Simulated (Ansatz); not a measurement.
Rb:
```cif
data_Rb2
_chemical_formula_sum 'Rb2'
_space_group_name_H-M_alt 'P 1'
_space_group_IT_number 1
_cell_length_a 5.06356
_cell_length_b 5.06356
_cell_length_c 8.46690
_cell_angle_alpha 90.000
_cell_angle_beta 90.000
_cell_angle_gamma 119.988
loop_
_space_group_symop_operation_xyz
  'x, y, z'
loop_
_atom_site_label
_atom_site_type_symbol
_atom_site_fract_x
_atom_site_fract_y
_atom_site_fract_z
_atom_site_occupancy
Rb1 Rb 0.83351 0.16649 0.75000 1
Rb2 Rb 0.16649 0.83351 0.25000 1
```

Relaxed with r²SCAN+D4.

Problem. Which orbitals make up the states near the Fermi level in DFT-r²SCAN+D4 in the program Ansatz with PAW potentials?

Solution. Within 0.5 eV of the Fermi level: Rb 5s 84 %, outside the projected shells 15 %. Projections are on Löwdin-orthogonalised atomic valence shells; empty p or d shells of many metals are not among them.

Problem. Tabulate the density of states.

Solution. States/eV per cell of 2 atoms, in 0.25 eV bins, energy from the Fermi level.

```csv
E (eV),total,Rb 5s,Rb 4p
-7.85,0.00,0.00,0.00
-7.60,0.00,0.00,0.00
-7.35,0.00,0.00,0.00
-7.10,0.00,0.00,0.00
-6.85,0.00,0.00,0.00
-6.60,0.00,0.00,0.00
-6.35,0.00,0.00,0.00
-6.10,0.00,0.00,0.00
-5.85,0.00,0.00,0.00
-5.60,0.00,0.00,0.00
-5.35,0.00,0.00,0.00
-5.10,0.00,0.00,0.00
-4.85,0.00,0.00,0.00
-4.60,0.00,0.00,0.00
-4.35,0.00,0.00,0.00
-4.10,0.00,0.00,0.00
-3.85,0.00,0.00,0.00
-3.60,0.00,0.00,0.00
-3.35,0.00,0.00,0.00
-3.10,0.00,0.00,0.00
-2.85,0.00,0.00,0.00
-2.60,0.00,0.00,0.00
-2.35,0.00,0.00,0.00
-2.10,0.04,0.04,0.00
-1.85,0.36,0.35,0.00
-1.60,0.58,0.57,0.01
-1.35,0.76,0.74,0.01
-1.10,0.93,0.90,0.01
-0.85,1.08,1.04,0.02
-0.60,1.25,1.18,0.02
-0.35,1.42,1.31,0.02
-0.10,1.65,1.45,0.01
0.15,1.88,1.56,0.01
0.40,2.04,1.45,0.01
0.65,2.35,1.26,0.00
0.90,2.21,0.72,0.00
1.15,3.27,0.43,0.00
1.40,3.48,0.27,0.00
1.65,3.61,0.27,0.00
1.90,2.15,0.16,0.00
2.15,2.60,0.14,0.00
2.40,3.62,0.15,0.00
2.65,4.82,0.20,0.00
2.90,4.06,0.10,0.00
3.15,2.50,0.06,0.00
3.40,2.26,0.05,0.00
3.65,2.47,0.04,0.00
```

Space group P6_3/mmc (hcp (Mg type)). The first step of the workflow began from a Materials Project structure, measured or hypothetical; the Crystallography Open Database copy checked does not list it. It is not the phase usual at ambient conditions (space group No. 229). The r²SCAN+D4 relaxation kept the symmetry of its start; whether a distortion lowers the energy is not shown. The pairwise dispersion correction was not fitted to metals. Spin–orbit coupling is left out wherever it is not named.

Potentials: the later of the program's two PAW sets.
